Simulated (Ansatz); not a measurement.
Input:

CdTe (zinc blende, F-43m), a = b = c = 6.409 Å, α = β = γ = 90.00°; the cell used has 2 atoms.

This is the LDA-relaxed structure.

### Question
All from LDA (plane waves, PAW; program Ansatz), unless another level is named. Give the bulk modulus (Birch–Murnaghan fit).

### Answer
46.2 GPa.

### Question
Predict the highest zone-centre frequency (without LO–TO term).

### Answer
148 cm⁻¹.

The cell was relaxed with LDA under the symmetry of its start. Spin–orbit coupling is left out wherever it is not named.

Potentials: the earlier of the program's two PAW sets. The files were generated under PBE; for other functionals the program regenerates the frozen cores, and for LDA and PBEsol the local potential too.
